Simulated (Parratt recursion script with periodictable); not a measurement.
How the EUV peak of a Si/Mo multilayer on Si grows with the number of periods

```
layer, from the top  thickness (Å)  density (g/cm³)  rms roughness of its top face (Å)  δ at 13.5 nm  β at 13.5 nm
-------------------  -------------  ---------------  ---------------------------------  ------------  ------------
Si (in each period)           47.3            2.313                                  0  9.927 × 10⁻⁴      0.001813
Mo (in each period)           31.5           10.026                                  0       0.07476      0.006314
Si (substrate)                   –            2.313                                  0  9.927 × 10⁻⁴      0.001813
```

The refractive index is n = 1 − δ + iβ; the runs take δ and β at each wavelength of the scan. Vacuum lies above.

Densities are inputs, not measurements. They were set from computed cells of the Materials Project: Si from entry mp-149 (Fd-3m, 2.313 g/cm³); Mo from entry mp-129 (Im-3m, 10.026 g/cm³). A layer's crystal structure does not enter its constants, only its composition and density.

Calculation: EUV and soft X-ray reflectivity, Parratt recursion, Névot-Croce roughness, Henke tables; Parratt recursion script with periodictable 1.7.1.

Light falls at α = 30° from the surface normal. It is s-polarised. The wavelength is scanned from 12.42 to 14.58 nm in 161 evenly spaced points, without smoothing. The peak is the highest scan point; its wavelength and height come from a parabola through R at that point and its two neighbours.

The runs differ in the number of periods N alone.

| N | peak λ (nm) | peak R (%) |
|---|---|---|
| 5 | 13.290 | ? |
| 15 | 13.219 | 59.5 |
| 60 | 13.278 | 74.0 |
| 120 | 13.279 | 74.0 |

Problem. Estimate the peak reflectivity for N = 5, trying the form R = R∞ tanh²(aN).

Solution. Take R∞ from the largest stack, 74.0 % at N = 120. For the shown row under 97 % of it, y = artanh[(R/R∞)^½] is 1.455 at N = 15, so a = 0.0970. This form gives tanh²y = 1.000 at N = 120, in keeping with the choice of R∞. At N = 5, y = 0.485 and R = 74.0 × tanh²y = 15.0 %.

The run gave 16.5 %, so the form misses by 1.5 points.
